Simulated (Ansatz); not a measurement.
## Compressing FeSe2: a fit and a missing row

FeSe2, Pnnm, a = 4.685 Å, b = 5.644 Å, c = 3.517 Å. The structure is a COD entry; whether it is the stable form wasn't checked. Ansatz: LDA, PAW, 420 eV, Γ-centred 8×6×10 mesh on 6 atoms, Gaussian smearing 0.02 eV; no spin polarisation. Shape and atoms are relaxed at each volume; pressure is positive in compression.

| V (Å³/atom) | P (GPa) |
| --- | --- |
| 13.640 | ? |
| 14.105 | 17.50 |
| 14.570 | 10.64 |
| 15.035 | 4.87 |
| 15.500 | 0.01 |
| 15.966 | -4.09 |
| 16.431 | -7.53 |
| 17.051 | -11.27 |

Take V0 = 15.500 Å³/atom, count pressures from its P0 = 0.01 GPa, fit the third-order Birch–Murnaghan form to the other rows, and predict the missing pressure.

With the Eulerian strain f = ½[(V0/V)^(2/3) − 1] and y = (P − P0)/[3f(1 + 2f)^(5/2)], the form is the line y = B0 + 1.5 B0 (B0′ − 4) f. Rows (f, y): 0.03245, 153.5; 0.02106, 151.8; 0.01026, 150.1; -0.00978, 146.8; -0.01907, 145.3; -0.03080, 143.1. Means f = 0.0006867, y = 148.43; Σ(Δf)² = 0.003007, ΣΔfΔy = 0.4924; the slope is their ratio. y = 148.3 + 163.8 f GPa, so B0 = 148.3 GPa and B0′ = 4 + 2 × (163.8)/(3 × 148.3) = 4.74. At V = 13.640, f = 0.04448, y = 155.59 and P = 25.70 GPa. The run gave 25.65 GPa, so the fit is 0.05 GPa too high, a small miss on the scale of the series.

Cost: 8 runs of about 22 core-minutes in all, on Arm Neoverse V1 (shared hosts).